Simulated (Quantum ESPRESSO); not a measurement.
# Si3O4FN: one run as intended and one with a planted mistake

A calculation, not a measurement. The program is pw.x of Quantum ESPRESSO 7.5 (plane-wave density functional theory). The cell is made up: 9 atoms on a quartz lattice, with randomly drawn elements, strain and displacements, not relaxed. PseudoDojo standard norm-conserving files (v0.5 for PBE, v0.4.1 for LDA and PBEsol) set the functional; there is no spin polarisation, spin-orbit coupling or dispersion term, and the masses in the input are unused placeholders.

Intended input:

```
&control calculation='scf', pseudo_dir='./dojo.nc.sr.pbe.v0_5.standard.upf', outdir='./o', disk_io='low', tprnfor=.true., tstress=.true. /
&system ibrav=0, nat=9, ntyp=4, nbnd=30, ecutwfc=84.00895049, nosym=.true., tot_charge=0,
 occupations='smearing', smearing='fd', degauss=0.0018374661
/
&electrons conv_thr=7.350e-09, electron_maxstep=60, /
ATOMIC_SPECIES
F 1.0 F.upf
N 1.0 N.upf
O 1.0 O.upf
Si 1.0 Si.upf
CELL_PARAMETERS angstrom
4.9909 0.0295 -0.0295
-2.4699 4.2583 0.0131
-0.0324 -0.0021 5.4483
ATOMIC_POSITIONS angstrom
Si 2.3171 0.0411 3.607
Si -1.2927 1.8456 1.8831
Si 1.4048 2.2017 -0.0173
O 1.3474 1.1979 4.3706
F 3.3728 0.6339 2.413
O 2.8134 2.4647 0.6431
N 0.396 1.899 1.2224
O -1.0155 3.1195 2.9151
O 0.8163 3.5396 4.8309
K_POINTS automatic
5 5 4 1 1 1
```

The log is shortened where brackets say so; the opening notice, blank lines, dates and the lines on written files are dropped, and the path of the files is cut. It prints rydbergs, bohrs and kilobars, and counts compression as positive stress. Where no state is partly filled, the Fermi energy that it prints is only some level between the filled and the empty states on the mesh, and need not lie in the true gap.

Log of the intended run:

```
     Program PWSCF v.7.5
     Parallel version (MPI & OpenMP), running on       4 processor cores
     Number of MPI processes:                 4
     Threads/MPI process:                     1
     [start-up lines left out]
     bravais-lattice index     =            0
     lattice parameter (alat)  =       9.4318  a.u.
     unit-cell volume          =     784.0501 (a.u.)^3
     number of atoms/cell      =            9
     number of atomic types    =            4
     number of electrons       =        48.00
     number of Kohn-Sham states=           30
     kinetic-energy cutoff     =      84.0090  Ry
     charge density cutoff     =     336.0358  Ry
     scf convergence threshold =      7.3E-09
     mixing beta               =       0.7000
     number of iterations used =            8  plain     mixing
     Exchange-correlation= PBE
                           (   1   4   3   4   0   0   0)
     [axes and pseudopotential details left out]
   Cartesian axes
     site n.     atom                  positions (alat units)
         1        Si     tau(   1) = (   0.4642487   0.0082347   0.7226901  )
         2        Si     tau(   2) = (  -0.2590024   0.3697801   0.3772935  )
         3        Si     tau(   3) = (   0.2814624   0.4411275  -0.0034662  )
         4        O      tau(   4) = (   0.2699619   0.2400084   0.8756832  )
         5        F      tau(   5) = (   0.6757663   0.1270067   0.4834630  )
         6        O      tau(   6) = (   0.5636863   0.4938215   0.1288500  )
         7        N      tau(   7) = (   0.0793416   0.3804792   0.2449172  )
         8        O      tau(   8) = (  -0.2034632   0.6250157   0.5840626  )
         9        O      tau(   9) = (   0.1635520   0.7091860   0.9679078  )
     number of k points=    50  Fermi-Dirac smearing, width (Ry)=  0.0018
                       cart. coord. in units 2pi/alat
        k(    1) = (   0.0996519   0.1746540   0.1151698), wk =   0.0400000
        k(    2) = (   0.1010052   0.1747343   0.3441977), wk =   0.0400000
     [further k points left out]
     Dense  grid:    81557 G-vectors     FFT dimensions: (  60,  60,  64)
     Estimated max dynamical RAM per process >     167.07 MB
     Estimated total dynamical RAM >     608.54 MB
     Initial potential from superposition of free atoms
     starting charge      47.9981, renormalised to      48.0000
     Starting wfcs are   36 randomized atomic wfcs
     total cpu time spent up to now is        4.8 secs
     per-process dynamical memory:   130.9 Mb
     Self-consistent Calculation
     iteration #  1     ecut=    84.01 Ry     beta= 0.70
     Davidson diagonalization with overlap
     ethr =  1.00E-02,  avg # of iterations =  3.0
     total cpu time spent up to now is       13.2 secs
     total energy              =    -226.62917280 Ry
     estimated scf accuracy    <       3.10292655 Ry
     iteration #  2     ecut=    84.01 Ry     beta= 0.70
     Davidson diagonalization with overlap
     ethr =  6.46E-03,  avg # of iterations =  3.1
     total cpu time spent up to now is       21.4 secs
     total energy              =    -226.34768867 Ry
     estimated scf accuracy    <       6.75465707 Ry
     [iterations 3 to 12 left out]
     iteration # 13     ecut=    84.01 Ry     beta= 0.70
     Davidson diagonalization with overlap
     ethr =  2.52E-11,  avg # of iterations =  4.6
     total cpu time spent up to now is      106.7 secs
     total energy              =    -227.97302349 Ry
     estimated scf accuracy    <       0.00000001 Ry
     iteration # 14     ecut=    84.01 Ry     beta= 0.70
     Davidson diagonalization with overlap
     ethr =  2.52E-11,  avg # of iterations =  2.0
     total cpu time spent up to now is      113.8 secs
     End of self-consistent calculation
     [lines on levels left out]
     the Fermi energy is     6.1966 ev
!    total energy              =    -227.97302349 Ry
     estimated scf accuracy    <          2.6E-10 Ry
     smearing contrib. (-TS)   =      -0.00000000 Ry
     internal energy E=F+TS    =    -227.97302349 Ry
     The total energy is F=E-TS. E is the sum of the following terms:
     one-electron contribution =    -112.21844961 Ry
     hartree contribution      =      81.22735350 Ry
     xc contribution           =     -61.05502015 Ry
     ewald contribution        =    -135.92690723 Ry
     convergence has been achieved in  14 iterations
     Forces acting on atoms (cartesian axes, Ry/au):
     atom    1 type  4   force =    -0.11331094   -0.15393049    0.21052993
     atom    2 type  4   force =     0.41430503    0.61483505   -0.39262003
     atom    3 type  4   force =    -0.10555935    0.14378562    0.31164472
     atom    4 type  3   force =     0.10025058   -0.32509742   -0.34790008
     atom    5 type  1   force =    -0.10613937   -0.44350070    0.19336617
     atom    6 type  3   force =     0.07158623   -0.00473978    0.02810927
     atom    7 type  2   force =    -0.13370940   -0.08651061    0.11732464
     atom    8 type  3   force =    -0.04508905    0.03010465    0.05947335
     atom    9 type  3   force =    -0.08233372    0.22505369   -0.17992796
     Total force =     1.239791     Total SCF correction =     0.000018
     Computing stress (Cartesian axis) and pressure
          total   stress  (Ry/bohr**3)                   (kbar)     P=      160.90
  -0.00001870   0.00050933  -0.00029967           -2.75       74.93      -44.08
   0.00050933   0.00212325  -0.00023937           74.93      312.34      -35.21
  -0.00029967  -0.00023937   0.00117670          -44.08      -35.21      173.10
     init_run     :      4.39s CPU      4.56s WALL (       1 calls)
     electrons    :    108.16s CPU    109.04s WALL (       1 calls)
     forces       :      1.16s CPU      1.18s WALL (       1 calls)
     stress       :      3.99s CPU      4.00s WALL (       1 calls)
     [timing details left out]
     PWSCF        :   1m57.94s CPU   1m59.08s WALL
     JOB DONE.
```

A second run has one planted mistake: the self-consistency threshold is too loose. The input lines that differ, file-writing options aside:

```
- &electrons conv_thr=7.350e-09, electron_maxstep=60, /
+ &electrons conv_thr=5.145e-02, electron_maxstep=60, /
```

Its log:

```
     Program PWSCF v.7.5
     Parallel version (MPI & OpenMP), running on       4 processor cores
     Number of MPI processes:                 4
     Threads/MPI process:                     1
     [start-up lines left out]
     bravais-lattice index     =            0
     lattice parameter (alat)  =       9.4318  a.u.
     unit-cell volume          =     784.0501 (a.u.)^3
     number of atoms/cell      =            9
     number of atomic types    =            4
     number of electrons       =        48.00
     number of Kohn-Sham states=           30
     kinetic-energy cutoff     =      84.0090  Ry
     charge density cutoff     =     336.0358  Ry
     scf convergence threshold =      5.1E-02
     mixing beta               =       0.7000
     number of iterations used =            8  plain     mixing
     Exchange-correlation= PBE
                           (   1   4   3   4   0   0   0)
     [axes and pseudopotential details left out]
   Cartesian axes
     site n.     atom                  positions (alat units)
         1        Si     tau(   1) = (   0.4642487   0.0082347   0.7226901  )
         2        Si     tau(   2) = (  -0.2590024   0.3697801   0.3772935  )
         3        Si     tau(   3) = (   0.2814624   0.4411275  -0.0034662  )
         4        O      tau(   4) = (   0.2699619   0.2400084   0.8756832  )
         5        F      tau(   5) = (   0.6757663   0.1270067   0.4834630  )
         6        O      tau(   6) = (   0.5636863   0.4938215   0.1288500  )
         7        N      tau(   7) = (   0.0793416   0.3804792   0.2449172  )
         8        O      tau(   8) = (  -0.2034632   0.6250157   0.5840626  )
         9        O      tau(   9) = (   0.1635520   0.7091860   0.9679078  )
     number of k points=    50  Fermi-Dirac smearing, width (Ry)=  0.0018
                       cart. coord. in units 2pi/alat
        k(    1) = (   0.0996519   0.1746540   0.1151698), wk =   0.0400000
        k(    2) = (   0.1010052   0.1747343   0.3441977), wk =   0.0400000
     [further k points left out]
     Dense  grid:    81557 G-vectors     FFT dimensions: (  60,  60,  64)
     Estimated max dynamical RAM per process >     167.07 MB
     Estimated total dynamical RAM >     608.54 MB
     Initial potential from superposition of free atoms
     starting charge      47.9981, renormalised to      48.0000
     Starting wfcs are   36 randomized atomic wfcs
     total cpu time spent up to now is        4.9 secs
     per-process dynamical memory:   130.9 Mb
     Self-consistent Calculation
     iteration #  1     ecut=    84.01 Ry     beta= 0.70
     Davidson diagonalization with overlap
     ethr =  1.00E-02,  avg # of iterations =  3.0
     total cpu time spent up to now is       14.0 secs
     total energy              =    -226.62917280 Ry
     estimated scf accuracy    <       3.10292655 Ry
     iteration #  2     ecut=    84.01 Ry     beta= 0.70
     Davidson diagonalization with overlap
     ethr =  6.46E-03,  avg # of iterations =  3.1
     total cpu time spent up to now is       22.8 secs
     total energy              =    -226.34768867 Ry
     estimated scf accuracy    <       6.75465707 Ry
     iteration #  3     ecut=    84.01 Ry     beta= 0.70
     Davidson diagonalization with overlap
     ethr =  6.46E-03,  avg # of iterations =  2.8
     total cpu time spent up to now is       30.6 secs
     total energy              =    -227.95136278 Ry
     estimated scf accuracy    <       0.74186316 Ry
     iteration #  4     ecut=    84.01 Ry     beta= 0.70
     Davidson diagonalization with overlap
     ethr =  1.55E-03,  avg # of iterations =  2.0
     total cpu time spent up to now is       37.7 secs
     total energy              =    -227.95812024 Ry
     estimated scf accuracy    <       0.17644344 Ry
     iteration #  5     ecut=    84.01 Ry     beta= 0.70
     Davidson diagonalization with overlap
     ethr =  3.68E-04,  avg # of iterations =  2.1
     total cpu time spent up to now is       45.4 secs
     End of self-consistent calculation
     [lines on levels left out]
     the Fermi energy is     6.1513 ev
!    total energy              =    -227.95867961 Ry
     estimated scf accuracy    <       0.02396264 Ry
     smearing contrib. (-TS)   =      -0.00000000 Ry
     internal energy E=F+TS    =    -227.95867961 Ry
     The total energy is F=E-TS. E is the sum of the following terms:
     one-electron contribution =    -112.18224810 Ry
     hartree contribution      =      81.22333242 Ry
     xc contribution           =     -61.07285671 Ry
     ewald contribution        =    -135.92690723 Ry
     convergence has been achieved in   5 iterations
     Forces acting on atoms (cartesian axes, Ry/au):
     atom    1 type  4   force =    -0.10896246   -0.15363840    0.20810672
     atom    2 type  4   force =     0.42057308    0.61507483   -0.38810843
     atom    3 type  4   force =    -0.11898847    0.14711435    0.31081399
     atom    4 type  3   force =     0.09198397   -0.30522471   -0.32312941
     atom    5 type  1   force =    -0.10721680   -0.43564355    0.18681372
     atom    6 type  3   force =     0.06892159   -0.00367091    0.02846709
     atom    7 type  2   force =    -0.13541667   -0.08590015    0.10198912
     atom    8 type  3   force =    -0.03753429    0.01855395    0.03350896
     atom    9 type  3   force =    -0.07335996    0.20333458   -0.15846178
     Total force =     1.214759     Total SCF correction =     0.356318
     SCF correction compared to forces is large: reduce conv_thr to get better values
     Computing stress (Cartesian axis) and pressure
          total   stress  (Ry/bohr**3)                   (kbar)     P=      141.15
  -0.00029547   0.00052148  -0.00018364          -43.47       76.71      -27.01
   0.00052148   0.00213789  -0.00019683           76.71      314.49      -28.95
  -0.00018364  -0.00019683   0.00103608          -27.01      -28.95      152.41
     init_run     :      4.65s CPU      4.83s WALL (       1 calls)
     electrons    :     39.98s CPU     40.48s WALL (       1 calls)
     forces       :      1.18s CPU      1.21s WALL (       1 calls)
     stress       :      4.04s CPU      4.06s WALL (       1 calls)
     [timing details left out]
     PWSCF        :     50.04s CPU     50.83s WALL
     JOB DONE.
```

|  | intended run | run with the mistake |
| --- | --- | --- |
| free energy (eV) | -3101.731 | -3101.536 |
| smearing term -TS (eV) | 0.0000 | 0.0000 |
| pressure (GPa) | 16.09 | 14.11 |
| largest force component (eV/Å) | 15.808 | 15.814 |
| largest change of a force component (eV/Å) |  | 0.668 |
| iterations | 14 | 5 |

For scale, a rerun of the intended cell at 1437 eV and a 7 x 7 x 6 mesh moved values by no more than 0.002 eV in energy, 0.02 GPa in stress and 0.002 eV/Å in force.